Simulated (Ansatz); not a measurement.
**KTlO2: computed property card**

KTlO2:
```
CELL_PARAMETERS angstrom
      1.72453     0.99566     6.10035
     -1.72453     0.99566     6.10035
      0.00000    -1.99131     6.10035
ATOMIC_POSITIONS crystal
  K  0.50000 0.50000 0.50000
  Tl 0.00000 0.00000 0.00000
  O  0.73196 0.73196 0.73196
  O  0.26804 0.26804 0.26804
```

Space group R-3m (No. 166); conventional cell a = b = 3.449 Å, c = 18.301 Å, α = β = 90.00°, γ = 120.00°.

Method: DFT-r²SCAN in the program Ansatz with PAW potentials. Structure relaxed to zero pressure with the same functional. Other levels are named where they apply.

Cell and energy:

```json
{
 "volume_per_atom": "15.71 Å³",
 "density": "7.28 g/cm³",
 "Formation energy from the elements (no fitted shifts)": "-1.16 eV/atom"
}
```

Electronic structure:

```json
{
 "band_gap": "1.30 eV (indirect)",
 "valence_band_maximum": "at T",
 "conduction_band_minimum": "at Γ",
 "smallest_direct_gap_on_the_standard_path": "1.42 eV",
 "electron_effective_mass": "0.29, 0.29, 0.38 mₑ (principal values)",
 "Electron effective mass with spin–orbit coupling": "0.30, 0.30, 0.38 mₑ (principal values)",
 "Hole effective mass with spin–orbit coupling": "0.76, 0.76, 3.9 mₑ (principal values)",
 "HSE06 gap on the r²SCAN cell": "2.08 eV",
 "Gap with spin–orbit coupling": "1.25 eV"
}
```

Mechanics:

```json
{
 "Bulk modulus (Birch–Murnaghan fit)": "84.7 GPa",
 "Pressure derivative B′": "4.9",
 "Elastic constants (relaxed ions, GPa)": "C11 = 140, C12 = 84.8, C13 = 48.3, C14 = -4.5, C33 = 133, C44 = 32.5",
 "mechanical_stability": "stable (all eigenvalues of C positive)",
 "hill_bulk_and_shear_moduli": "85.4 and 32.8 GPa",
 "Young's modulus": "87.1 GPa",
 "Poisson's ratio": "0.33",
 "debye_temperature_from_the_elastic_constants": "283 K"
}
```

Charges:

```json
{
  "bader_charges": "K +0.82, Tl +1.50, O -1.16 e"
}
```

The first step of the workflow began from a Materials Project structure, measured or hypothetical; the Crystallography Open Database copy checked does not list it. Its standing as an ambient phase is unchecked. The cell was relaxed with r²SCAN under the symmetry of its start; whether a distortion lowers the energy is not shown. The references are the lowest solids computed at this level, not always the standard phases (solids in place of the gases). Spin–orbit coupling is left out wherever it is not named.

Potentials: the later of the program's two PAW sets.
